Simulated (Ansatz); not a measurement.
FeAs₂: reading a single point

```yaml
crystal:
  lattice:
    - [5.45138, 0.00000, 0.00000]
    - [0.00000, 6.11009, 0.00000]
    - [0.00000, 0.00000, 2.98822]
  atoms:
    - { symbol: Fe, position: [0.00000, 0.00000, 0.00000] }
    - { symbol: Fe, position: [0.50000, 0.50000, 0.50000] }
    - { symbol: As, position: [0.18830, 0.35640, 0.00000] }
    - { symbol: As, position: [0.81170, 0.64360, 0.00000] }
    - { symbol: As, position: [0.68830, 0.14360, 0.50000] }
    - { symbol: As, position: [0.31170, 0.85640, 0.50000] }
```

Level: r2SCAN, no spin polarisation; 500 eV; 5×4×9 Γ-centred mesh; gaussian occupations (width 0.0408 eV); Ansatz 0.2.0, fixed geometry.

Task: Is there a gap, and of what kind?

Result: The gap is 0.35 eV, indirect (the least direct gap found is 0.58 eV). A semilocal functional usually gives too small a gap.

Task: Which atom feels the largest force, and which way?

Result: The largest is on As5 (and as large on other atoms): 0.65 eV/Å, components (-0.38, -0.53, 0.00). It makes 119° with the line to a nearest neighbour, Fe2 at 2.41 Å.

Task: How is the charge shared?

Result: Bader charges in e: Fe +0.35, As -0.17. In the mean Fe gives up most and As takes most.

Task: What is the formation energy?

Result: -0.05 eV an atom against the elements' usual phases (free molecules for gases, crystals otherwise, with no correction for O₂ or N₂), too near zero to call. Relaxing would lower it.

Origin: a known structure type with other elements, at an estimated volume, so it need not be a known compound. Caveats: no spin polarisation, so a magnetic state may lie lower.
